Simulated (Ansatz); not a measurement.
Hg:
```xyz
2
Lattice="3.4609 0.0000 0.0000 -1.7305 2.9973 0.0000 0.0000 0.0000 4.6401" Properties=species:S:1:pos:R:3 pbc="T T T"
Hg     1.7305     0.9991     3.4801
Hg     0.0000     1.9982     1.1600
```

Relaxed with PBEsol. Special points in fractions of this cell's reciprocal vectors: Γ (0.000, 0.000, 0.000); M (0.500, 0.000, 0.000); K (0.333, 0.333, 0.000); A (0.000, 0.000, 0.500); L (0.500, 0.000, 0.500); H (0.333, 0.333, 0.500).

**Question.** List the band energies nearest the Fermi level at these points for plane-wave PAW PBEsol (Ansatz code).

**Answer.** In eV from the Fermi level; about four levels below and three above (degenerate sets whole), none deeper than 8.9 eV; … stands for higher levels left out; points with the same levels are listed once.

| k | below | above |
|---|---|---|
| Γ | -6.44 -5.84 -5.84 -0.43 | 0.61 9.66 9.66 |
| M | -5.95 -5.56 -3.39 -3.05 | 3.96 4.55 4.56 |
| K | -5.52 -2.42 -2.42 -0.03 | 6.32 6.32 6.50 |
| A | -6.00 -6.00 -6.00 -6.00 | 10.26 10.26 … |
| L | -1.85 -1.85 -0.28 -0.28 | 7.96 7.96 … |
| H | -6.05 -6.05 -0.69 -0.69 | 0.72 0.72 2.65 2.65 |

Space group P6_3/mmc (hcp (Mg type)). The workflow started from a Materials Project entry (that database holds measured and hypothetical structures alike); the Crystallography Open Database copy checked does not list it. It is not the usual solid phase (space group No. 166). The cell keeps a stress of up to 0.2 GPa. The PBEsol relaxation kept the symmetry of its start; whether a distortion lowers the energy is not shown. The substance is a gas or liquid at ambient conditions. Spin–orbit coupling is left out wherever it is not named.

Potentials: the later of the program's two PAW sets.
